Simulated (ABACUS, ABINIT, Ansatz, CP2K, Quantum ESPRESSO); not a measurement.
**AgB2: programs and potentials compared**

```
Ag B
1.0
     3.00000    0.00000    0.00000
    -1.50000    2.59808    0.00000
     0.00000    0.00000    3.24000
Ag B
1 2
Cartesian
  0.0000 0.0000 0.0000
  1.5000 0.8660 1.6200
  0.0000 1.7321 1.6200
```

Alike in all runs: task single point; functional PBE; k mesh 10 × 10 × 8; occupations fermi-dirac, width 0.05 eV; no spin polarisation; no spin-orbit coupling. Pressure is positive in compression and, in plane waves, holds the error of the finite cutoff, which Ansatz's Pulay term estimates and takes out.

| program and potentials | plane-wave cutoff (eV) | notes | pressure (GPa) |
| --- | --- | --- | --- |
| Ansatz, Ansatz PAW | 420 | 8.33 valence electrons an atom on average; Pulay term of +0.26 GPa included | 54.13 |
| ABINIT, JTH PAW PBE v2.0 | 463 | 5.67 valence electrons an atom on average | 54.90 |
| Quantum ESPRESSO, SSSP 1.3 efficiency PBE | 816 | 8.33 valence electrons an atom on average | 53.94 |
| ABACUS, PseudoDojo NC SR 0.4.1 PBE standard, plane waves | 1116 | 8.33 valence electrons an atom on average | 54.20 |
| CP2K, POTENTIAL_UZH Ag GTH-PBE-q11, B GTH-PBE-q3; TZVP-MOLOPT-PBE-GTH basis | - | atomic basis; 5.67 valence electrons an atom on average | 53.88 |

The pressure spans 53.88 (CP2K, POTENTIAL_UZH Ag GTH-PBE-q11, B GTH-PBE-q3; TZVP-MOLOPT-PBE-GTH basis) to 54.90 GPa (ABINIT, JTH PAW PBE v2.0). The cell lies far from this level's equilibrium. Rows in atomic bases carry the error of their basis and grid, which can be large.

Differences between rows come from potentials, basis sets and numerical settings, since the functional is the same but for its coding. Runs on potential files found faulty are left out.
